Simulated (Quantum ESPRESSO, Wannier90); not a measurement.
**Tight-binding from DFT: HgTe (zinc blende)**

Structure: Materials Project mp-2730, symmetrised, not relaxed again. COD (Crystallography Open Database) has the formula in 2 space groups, this one among them (matched by group alone). Method: PBEsol plane waves in Quantum ESPRESSO 7.5 (PseudoDojo norm-conserving files, 66 Ry, no spin polarisation, no spin-orbit coupling), Bloch states on a 8×8×8 mesh through Γ, Wannier90 4.0.1. Density: 8×8×8 mesh, Gaussian smearing 0.01 Ry. Spin-orbit coupling is left out although heavy elements are present.

```
begin unit_cell_cart
ang
    0.0000000000    3.2899850000    3.2899850000
    3.2899850000    0.0000000000    3.2899850000
    3.2899850000    3.2899850000    0.0000000000
end unit_cell_cart
mp_grid = 8 8 8
```

Which shells of neighbouring k-points and which b-vectors and weights does Wannier90 pick for this cell and mesh?


```
 *---------------------------------- K-MESH ----------------------------------*
 +----------------------------------------------------------------------------+
 |                    Distance to Nearest-Neighbour Shells                    |
 |                    ------------------------------------                    |
 |          Shell             Distance (Ang^-1)          Multiplicity         |
 |          -----             -----------------          ------------         |
 |             1                   0.206741                      8            |
 |             2                   0.238724                      6            |
 |             3                   0.337607                     12            |
 |             4                   0.395879                     24            |
 |             5                   0.413482                      8            |
 |             6                   0.477448                      6            |
 |             7                   0.520287                     24            |
 |             8                   0.533803                     24            |
       ... (lines left out)
 +----------------------------------------------------------------------------+
 | The b-vectors are chosen automatically                                     |
 | The following shells are used:                       1                     |
 +----------------------------------------------------------------------------+
 |                        Shell   # Nearest-Neighbours                        |
 |                        -----   --------------------                        |
 |                          1               8                                 |
 +----------------------------------------------------------------------------+
 | Completeness relation is fully satisfied [Eq. (B1), PRB 56, 12847 (1997)]  |
 +----------------------------------------------------------------------------+
 |                  b_k Vectors (Ang^-1) and Weights (Ang^2)                  |
 |                  ----------------------------------------                  |
 |            No.         b_k(x)      b_k(y)      b_k(z)        w_b           |
 |            ---        --------------------------------     --------        |
 |             1         0.119362    0.119362   -0.119362     8.773605        |
 |             2         0.119362   -0.119362    0.119362     8.773605        |
 |             3        -0.119362    0.119362    0.119362     8.773605        |
 |             4         0.119362    0.119362    0.119362     8.773605        |
 |             5        -0.119362   -0.119362    0.119362     8.773605        |
 |             6        -0.119362    0.119362   -0.119362     8.773605        |
 |             7         0.119362   -0.119362   -0.119362     8.773605        |
 |             8        -0.119362   -0.119362   -0.119362     8.773605        |
```
